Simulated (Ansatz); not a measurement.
GaP (zinc blende): scan of one atom of the cell

Starting cell, GaP (zinc blende):

```xyz
2
Lattice="0.0000 2.7532 2.7532 2.7532 0.0000 2.7532 2.7532 2.7532 0.0000" Properties=species:S:1:pos:R:3 pbc="T T T"
P      4.1298     4.1298     4.1298
Ga     0.0000     0.0000     0.0000
```

Scan: atom 2 (Ga, nearest neighbour P at 2.384 Å; its periodic images, 3.9 Å or more away, move with it) is displaced along Cartesian x, direction (1.000, 0.000, 0.000) in Cartesian axes, by s. The other atoms stay.

Calculation: PBE (plane waves to 420 eV, PAW, scalar-relativistic; Ansatz, a first-principles code). k mesh 8×8×8 (Γ-centred), Fermi-Dirac smearing 0.05 eV. The energy includes the smearing's −TS. Compression counts positive. As the smearing reaches across the gap at some points, energies and forces of such displacements shift with the k mesh and the smearing. F∥ is the force on the atom along that direction. GaP was relaxed with its symmetry unable to fall. The PAW data are Ansatz's earlier set. The zero of ΔE is the undisplaced structure.

| s (Å) | ΔE (eV/cell) | F∥ (eV/Å) | P (GPa) |
|---|---|---|---|
| -0.480 | 0.977 | 3.656 | 6.8 |
| -0.384 | 0.649 | 3.163 | 4.5 |
| -0.288 | 0.375 | 2.513 | 2.6 |
| -0.192 | 0.170 | 1.744 | 1.2 |
| -0.096 | 0.043 | 0.893 | 0.3 |
| 0.000 | 0.000 | 0.000 | 0.0 |
| 0.096 | 0.043 | -0.893 | 0.3 |
| 0.192 | 0.170 | -1.744 | 1.2 |
| 0.288 | 0.375 | -2.513 | 2.6 |
| 0.384 | 0.649 | -3.163 | 4.5 |
| 0.480 | 0.977 | -3.656 | 6.8 |

Key numbers:

The energy at s = 0.480 Å is 977 meV/cell, the force along the line at s = -0.480 Å comes out as 3.66 eV/Å and the force constant k = d²E/ds² at s = 0 (finite differences) is 9.37 eV/Å². The zone-centre optical wavenumber from k comes out as 345 cm⁻¹. Symmetry of the curve: even: the same for both signs. Shape of the curve: a single well with its minimum at or next to zero displacement. Harmonic estimate at the end of the scan: ½ks² = 1080 meV/cell against the computed 977 meV/cell, so the well is softer than harmonic there.

(A displaced cell: forces are minus the slopes of the energy, force constants its curvatures, and phonons follow from these.)
